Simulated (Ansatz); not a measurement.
The elements of this relaxed trial crystal are hidden behind letters.

```
lattice vectors (Å)
   0.0000    4.1730    4.1730
   4.1730    0.0000    4.1730
   4.1730    4.1730    0.0000
fractional positions
X 0.3748 0.3748 0.3748
X 0.8755 0.3748 0.3748
X 0.3748 0.3748 0.8755
X 0.3748 0.8755 0.3748
Z 0.0000 0.0000 0.0000
Q 0.7500 0.7500 0.7500
```

These are results of DFT PBE, scalar-relativistic, plane waves, PAW in Ansatz, not measurements. Plane waves to 420 eV, an 8×8×8 mesh through Γ for the 6-atom cell and 0.10 eV Gaussian smearing; no spin polarisation.

```
Space group                              : F-43m (No. 216)
Conventional cell                        : a = 8.346 Å
Volume per atom                          : 24.22 Å³
Density                                  : 4.76 g/cm³
Energy over the elements                 : −0.03 eV/atom
Gap on the 8×8×8 mesh of the 6-atom cell : 0 eV (a metal)
```

Energies are uncorrected and count from the elements' standard states at the same level.

Task: X is a d-block element of period 4, Z is a p-block element of period 5 and Q is a p-block element of period 5. Which elements are they?

Result: X = Sc, Z = In, Q = Sb, so the formula is Sc4InSb. Density times volume gives a mean mass of 4.76 × 24.22/1.6605 = 69.4 u per atom, and this set has 69.4 u. Around Sc lie 6 Sc at 2.95 Å, 3 In at 3.46 Å and 3 Sb at 3.46 Å; In is surrounded by 12 Sc at 3.46 Å and 4 Sb at 3.61 Å; around Sb lie 12 Sc at 3.46 Å and 4 In at 3.61 Å. Swapping In and Sb gives the same structure, so either order is right.

Spin–orbit coupling, which can matter for Sb, is left out. A structure relaxed within its symmetry needn't be a true minimum. Another cell of Sc4InSb relaxed alike, in P4/mmm, lies 260 meV/atom lower, so this cell isn't the stable form at this level.
